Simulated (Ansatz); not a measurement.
Field gradients of BaTiO3 with Hf replacing Ti from run to run

Cell of run 1: a supercell of BaTiO3 (cubic perovskite type, Pm-3m) built from a measured structure from the Crystallography Open Database (COD), with all atoms left at the host's positions.

Space group Im-3m (No. 229); a = 8.0120 Å.

```csv
site,Wyckoff,site symmetry,x,y,z
Ba,8c,.-3m,0.2500,0.2500,0.2500
Hf,2a,m-3m,0.0000,0.0000,0.0000
Ti,6b,4/mm.m,0.0000,0.0000,0.5000
O9,12e,4m.m,0.2500,0.0000,0.0000
O10,12d,-4m.2,0.2500,0.0000,0.5000
```

One atom of each set is listed; the run and its k-mesh use a cell of 20 atoms with edges of 6.94, 6.94, 6.94 Å.

Relaxed positions (PBE, cell held):

Ba (0.2500, 0.2500, 0.2500)
Hf (0.0000, 0.0000, 0.0000)
Ti (0.0000, 0.0000, 0.5000)
O9 (0.2573, 0.0000, 0.0000)
O10 (0.2500, 0.0000, 0.5000)

All runs are DFT with Ansatz 0.2.0 (plane waves and PAW, scalar-relativistic unless spin–orbit coupling is named, Γ-centred meshes, Fermi–Dirac smearing where given) in this cell.

Run 1: PBE, atoms at the host's positions; 420 eV, 3×3×3 k-points, smearing 0.01 eV.
Run 2: PBE, atoms relaxed; 420 eV, 3×3×3 k-points, smearing 0.01 eV.
Run 3: r2SCAN, at the relaxed atoms; 500 eV, 3×3×3 k-points, smearing 0.01 eV.

(1) What does each run give, and what moves the gradients most?

## Answers

(1) 

| run | Ba V_zz (η) | Ti V_zz (η) | O9 V_zz (η) | O10 V_zz (η) |
| --- | --- | --- | --- | --- |
| 1 | 0.76 (0.00) | -0.86 (0.00) | 0.63 (0.00) | 2.52 (0.00) |
| 2 | 3.10 (0.00) | -3.07 (0.00) | 0.64 (0.00) | 2.54 (0.00) |
| 3 | 3.18 (0.00) | -3.07 (0.00) | 0.90 (0.00) | 2.93 (0.00) |

V_zz in 10²¹ V/m²; 4 of the 5 sets of like atoms are followed. Against run 1, the gradient tensors on these sites move by at most 2.34 in run 2 (Ba), 2.42 in run 3 (Ba). Taken one at a time, the positions of the atoms (as given or relaxed) move the tensors on these sites by up to 2.34 (largest principal value of the change, on Ba), the functional (r2SCAN with its higher cutoff) by 0.39 (O10). The defect's own atom has next to no gradient in any run.

The defect repeats with the cell of 20 atoms, so it feels its images: sites between two images don't show the values beside a lone defect, and zeros or small values of η there can come from the images' arrangement. O carries a gradient in the pure host already, so the values there aren't the defect's effect alone. This high-symmetry form of BaTiO3 is unstable when cold, to polar off-centring of Ti. The symmetry of the cell holds that distortion back, wholly or in part, and it would change the field gradients, the more the larger the distortion. Without spin–orbit coupling the gradients at and beside Hf can be off by some per cent, at some sites by more. The relaxation keeps the site symmetry m-3m of the start, so the impurity can't leave its site; a start off the site could end lower. In run 1 the atoms aren't at the calculated equilibrium (largest force 2.3 eV/Å). The cell keeps the host's lattice, at a calculated pressure of 9, 8 GPa in runs 1, 2.
